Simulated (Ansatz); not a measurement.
**Contact densities of BaTiO₃ against volume**

```
Ba Ti O
1.0
     3.99980    0.00000    0.00000
     0.00000    3.99980    0.00000
     0.00000    0.00000    4.01800
Ba Ti O
1 1 3
Direct
  0.00000 0.00000 0.00000
  0.50000 0.50000 0.50000
  0.50000 0.50000 0.00000
  0.50000 0.00000 0.50000
  0.00000 0.50000 0.50000
```

Atom numbers follow the list: Ba1, Ti2, O3, O4, O5.

The cell comes from COD entry 2100860, which wasn't checked; take it as a given geometry.

Spin–orbit coupling is left out, though it moves levels of the heavy atoms by tenths of an eV or more.

Computed with DFT, PBEsol, all-electron PAW with datasets made for the crystal, scalar-relativistic in Ansatz 0.2.0.

Settings: a Γ-centred 7×7×7 k mesh, Fermi–Dirac smearing of 0.03 eV, cutoff 540 eV (chosen by the program for this cell), no spin polarisation.

The contact density is the mean electron density over the nuclear volume; its changes follow the s electrons' response to bonding and compression. Changes below are taken from the unscaled cell, where it is 2.06225e+06 e/Å³ at Ba1, 56691.5 e/Å³ at Ti2, 2144.4 e/Å³ at O3, 2144.41 e/Å³ at O4.

Volumes at which the program chose other datasets or cutoffs are left out.

```csv
V/V(cell),P (GPa),Δρ(0) Ba1 (e/Å³),Δρ(0) Ti2 (e/Å³),Δρ(0) O3 (e/Å³),Δρ(0) O4 (e/Å³),Vzz Ba1 (10²¹ V/m²),Vzz Ti2 (10²¹ V/m²),Vzz O3 (10²¹ V/m²),Vzz O4 (10²¹ V/m²)
0.9600,2.6,?,?,-0.12,-0.12,0.07,0.43,2.09,1.88
0.9800,-1.2,0.34,0.32,-0.06,-0.06,0.07,0.41,?,2.06
0.9900,-2.9,0.16,0.16,-0.03,-0.03,0.07,0.41,2.35,2.15
1.0000,-4.6,0.00,0.00,0.00,0.00,0.07,0.40,2.44,2.24
```

Q: What belongs in the row "0.9800", column "Vzz O3 (10²¹ V/m²)"?

A: 2.27.

Q: Fill in "Δρ(0) Ti2 (e/Å³)" for the row "0.9600".

A: 0.64.

Q: What belongs in the row "0.9600", column "Δρ(0) Ba1 (e/Å³)"?

A: 0.71.

The datasets are made afresh for each cell, so very small changes are uncertain. Scalar relativity leaves out the p1/2 density at heavy nuclei.
